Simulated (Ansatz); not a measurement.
GeRh₂:
```yaml
crystal:
  lattice:
    - [5.38208, 0.00000, 0.00000]
    - [0.00000, 3.97179, 0.00000]
    - [0.00000, 0.00000, 7.52003]
  atoms:
    - { symbol: Ge, position: [0.28991, 0.75000, 0.60393] }
    - { symbol: Ge, position: [0.71009, 0.25000, 0.39607] }
    - { symbol: Ge, position: [0.21009, 0.25000, 0.10393] }
    - { symbol: Ge, position: [0.78991, 0.75000, 0.89607] }
    - { symbol: Rh, position: [0.96954, 0.75000, 0.20639] }
    - { symbol: Rh, position: [0.03046, 0.25000, 0.79361] }
    - { symbol: Rh, position: [0.53046, 0.25000, 0.70639] }
    - { symbol: Rh, position: [0.46954, 0.75000, 0.29361] }
    - { symbol: Rh, position: [0.83695, 0.75000, 0.56950] }
    - { symbol: Rh, position: [0.16305, 0.25000, 0.43050] }
    - { symbol: Rh, position: [0.66305, 0.25000, 0.06950] }
    - { symbol: Rh, position: [0.33695, 0.75000, 0.93050] }
```

Relaxed with LDA. Special points in fractions of this cell's reciprocal vectors: Γ (0.000, 0.000, 0.000); X (0.500, 0.000, 0.000); S (0.500, 0.500, 0.000); Y (0.000, 0.500, 0.000); Z (0.000, 0.000, 0.500); U (0.500, 0.000, 0.500); R (0.500, 0.500, 0.500); T (0.000, 0.500, 0.500).

Task: List the band energies nearest the Fermi level at these points for the program Ansatz at the LDA level (PAW).

Result: In eV from the Fermi level; about four levels below and three above (degenerate sets whole), none deeper than 8.9 eV; points with the same levels are listed once.

```json
[
 {"k": "Γ", "below": "-0.77 -0.53 -0.38 -0.05", "above": "0.12 0.12 0.75"},
 {"k": "X", "below": "-0.41 -0.41 -0.20 -0.20", "above": "0.20 0.20 1.91 1.91"},
 {"k": "S", "below": "-0.80 -0.80 -0.80 -0.80", "above": "0.36 0.36 0.36 0.36"},
 {"k": "Y", "below": "-1.05 -1.05 -0.74 -0.74", "above": "0.04 0.04 0.12 0.12"},
 {"k": "Z", "below": "-0.28 -0.28 -0.02 -0.02", "above": "0.02 0.02 0.96 0.96"},
 {"k": "U", "below": "-0.78 -0.78 -0.44 -0.44", "above": "0.12 0.12 0.66 0.66"},
 {"k": "R", "below": "-0.93 -0.93 -0.93 -0.93", "above": "0.52 0.52 0.52 0.52"},
 {"k": "T", "below": "-1.11 -1.11 -0.51 -0.51", "above": "0.08 0.08 0.90 0.90"}
]
```

Space group Pnma. The workflow started from an entry of the Crystallography Open Database (COD). Its standing as an ambient phase is unchecked. The cell was relaxed with LDA under the symmetry of its start; whether a distortion lowers the energy is not shown. The run is not spin-polarised. Spin–orbit coupling is left out wherever it is not named.

Potentials: the later of the program's two PAW sets.
